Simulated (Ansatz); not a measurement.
**Band table of BAs (zincblende type)**

```xyz
2
Lattice="0.0000 1.9387 1.9387 1.9387 0.0000 1.9387 1.9387 1.9387 0.0000" Properties=species:S:1:pos:R:3 pbc="T T T"
B     0.0000    0.0000    0.0000
As    0.9694    0.9694    0.9694
```

The cell comes from a relaxation on PAW files under the same functional, begun from a prototype that needn't be the stable phase.

Level of theory: DFT with LDA, scalar-relativistic, in Ansatz 0.2.0; a Γ-centred 15×15×15 k mesh, Fermi–Dirac smearing of 0.05 eV, no spin polarisation. LAPW: all electrons, basis error target 1 meV/atom.

This run: volume at 0.55 of the series' base cell.

The structure type is held throughout; the real material can change phase at far lower pressure.

Path points, in fractions of the reciprocal vectors: Γ (0.000, 0.000, 0.000), X (-0.500, -0.500, 0.000), U (-0.375, -0.375, 0.250), K (-0.375, 0.000, 0.375), L (0.000, 0.000, 0.500), W (-0.500, -0.250, 0.250). The distance column jumps between branches of the path. Levels in eV from the valence-band top; bands 11 to 16, counted from the lowest band of the run. The gap is 0.56 eV, the pressure 281.2 GPa.

```
# k(1/Å) point b11 b12 b13 b14 b15 b16
0.000 Γ -22.68 0.00 0.00 0.00 4.67 4.67
0.203 - -22.54 -0.74 -0.74 -0.28 4.29 5.56
0.405 - -22.12 -2.17 -2.17 -1.11 3.41 7.41
0.608 - -21.41 -3.61 -3.61 -2.50 2.45 6.60
0.810 - -20.43 -4.88 -4.88 -4.40 1.65 4.46
1.013 - -19.18 -6.64 -5.91 -5.91 1.07 2.89
1.215 - -17.67 -9.01 -6.66 -6.66 0.71 1.82
1.418 - -15.97 -11.29 -7.13 -7.13 0.57 1.15
1.620 X -14.70 -12.77 -7.28 -7.28 0.57 0.88
1.692 - -14.68 -12.75 -7.41 -7.26 0.63 1.00
1.764 - -14.65 -12.70 -7.78 -7.21 0.72 1.42
1.835 - -14.60 -12.62 -8.31 -7.12 0.80 2.10
1.907 - -14.53 -12.51 -8.93 -7.00 0.90 2.96
1.978 - -14.45 -12.37 -9.59 -6.85 1.02 3.94
2.050 - -14.38 -12.19 -10.23 -6.66 1.17 5.00
2.122 - -14.36 -11.99 -10.80 -6.44 1.34 6.11
2.193 U -14.42 -11.78 -11.23 -6.19 1.54 7.25
3.186 K -14.42 -11.78 -11.23 -6.19 1.54 7.25
3.400 - -15.46 -11.53 -10.80 -5.28 2.31 10.50
3.615 - -17.15 -10.55 -9.64 -4.16 3.32 9.68
3.830 - -18.77 -9.05 -8.22 -2.95 4.55 8.15
4.045 - -20.16 -7.22 -6.56 -1.79 5.88 6.92
4.260 - -21.26 -5.16 -4.70 -0.87 5.96 6.62
4.475 - -22.05 -3.01 -2.72 -0.31 5.26 5.98
4.690 - -22.52 -1.03 -0.88 -0.06 4.82 5.13
4.904 Γ -22.68 0.00 0.00 0.00 4.67 4.67
5.080 - -22.57 -0.92 -0.23 -0.23 4.98 4.98
5.255 - -22.26 -2.89 -0.76 -0.76 5.66 5.66
5.431 - -21.73 -5.18 -1.37 -1.37 6.27 6.27
5.606 - -21.00 -7.50 -1.93 -1.93 6.45 6.45
5.781 - -20.06 -9.74 -2.38 -2.38 6.22 6.22
5.957 - -18.94 -11.83 -2.71 -2.71 5.86 5.86
6.132 - -17.70 -13.65 -2.91 -2.91 5.58 5.58
6.308 L -16.89 -14.66 -2.98 -2.98 5.48 5.48
6.451 - -16.82 -14.59 -3.37 -3.16 5.05 5.76
6.594 - -16.63 -14.38 -4.35 -3.70 4.41 6.32
6.737 - -16.32 -14.04 -5.62 -4.56 4.05 6.84
6.881 - -15.89 -13.56 -6.97 -5.64 4.03 7.31
7.024 - -15.35 -12.95 -8.27 -6.82 4.27 7.78
7.167 - -14.75 -12.23 -9.45 -8.01 4.67 8.23
7.310 - -14.17 -11.45 -10.33 -9.13 5.09 8.49
7.454 W -13.90 -11.11 -10.39 -9.91 5.28 8.51
7.555 - -13.94 -11.32 -10.14 -9.82 5.00 7.58
7.656 - -14.05 -11.66 -9.67 -9.55 4.33 6.20
7.757 - -14.20 -11.98 -9.16 -9.15 3.48 4.85
7.859 - -14.36 -12.26 -8.68 -8.61 2.61 3.61
7.960 - -14.50 -12.48 -8.19 -8.11 1.81 2.53
8.061 - -14.60 -12.64 -7.73 -7.68 1.16 1.66
8.162 - -14.67 -12.74 -7.40 -7.39 0.72 1.09
8.264 X -14.70 -12.77 -7.28 -7.28 0.57 0.88
```
